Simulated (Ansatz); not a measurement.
MoS₂ at a changed volume — quadrupolar parameters

The cell is an entry of the Crystallography Open Database (COD), relaxed with PBE at fixed cell and then changed (volume scaled by 0.98, ions relaxed).

Space group P6_3/mmc (No. 194); a = 3.1189, c = 12.4459 Å, γ = 120.00°.

```csv
site,Wyckoff,site symmetry,x,y,z
Mo,2c,-6m2,0.3333,0.6667,0.2500
S,4f,3m.,0.3333,0.6667,0.6231
```

One atom of each set is listed.

Computed with Ansatz: DFT, PBE, plane waves and PAW, scalar-relativistic, collinear spin, 420 eV cutoff, Γ-centred 16×16×4 k-points, Fermi–Dirac smearing 0.02 eV. Start moments as typed (μB): 2 on each Mo, none on the rest.

Conventions: |V_zz| ≥ |V_yy| ≥ |V_xx|, η = (V_xx − V_yy)/V_zz, C_Q = eQV_zz/h. ν_Q = 3|C_Q|/[2I(2I − 1)].

Mo-95: I = 5/2, Q = -22.00 mb; 33S: I = 3/2, Q = -69.40 mb. Q values from Pyykkö, Mol. Phys. 116, 1328 (2018).

```json
{"site": "Mo", "atoms": "2", "first shell": "6 S at 2.40 Å", "C_Q (MHz)": "3.65", "η": "0.00", "ν_Q (MHz)": "0.548"}
{"site": "S", "atoms": "4", "first shell": "3 Mo at 2.40 Å", "C_Q (MHz)": "8.45", "η": "0.00", "ν_Q (MHz)": "4.22"}
```

An axis of threefold or higher order runs through Mo and S, so V_zz lies along it and η is zero.

Without spin–orbit coupling (the program notes it for Mo) the gradients can shift somewhat, as the gap is small. At this changed cell the PBE pressure is 5 GPa. The start moments die out, and the run ends without spin.

The relaxation (4 steps) took 38 s of wall time (38 s of CPU time) and 0.89 GiB at its peak, on 1 thread of AMD EPYC 9R45 (Zen 5) (x86_64; 16 cores open to the job, memory cap 3.0 GiB, no GPU), a shared host with a load of 0.2 a core.
